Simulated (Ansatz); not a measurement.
One stationary structure of CdSe. Level of theory: r2SCAN (plane waves to 500 eV, PAW, scalar-relativistic; Ansatz, a first-principles code).

```xyz
4
Lattice="4.3407 0.0000 0.0000 -2.1704 3.7592 0.0000 0.0000 0.0000 7.0765" Properties=species:S:1:pos:R:3 pbc="T T T"
Cd     2.1704     1.2531     0.0041
Cd     0.0000     2.5061     3.5424
Se     2.1704     1.2531     4.4202
Se     0.0000     2.5061     0.8819
```

Find the space group and the Wyckoff positions (tolerance 0.01 Å).

Space group P6₃mc (No. 186); a = 4.341 Å, b = 4.341 Å, c = 7.077 Å, α = 90.00°, β = 90.00°, γ = 120.00°

```
atom  site  symmetry       x       y       z
----  ----  --------  ------  ------  ------
Cd      2b       3m.  0.6667  0.3333  0.0006
Se      2b       3m.  0.3333  0.6667  0.1246
```

This is the wurtzite type.

Give the shortest distances between elements (the closest pairs, up to four, under 3.6 Å).

Cd–Se 2.66 Å.

| Item | Value |
|---|---|
| Volume per atom | 28.87 Å³ |
| Band gap | 1.11 eV, direct at Γ (no spin-orbit coupling) |

No spin polarisation in the result.

The run could not lose the symmetry of its start.
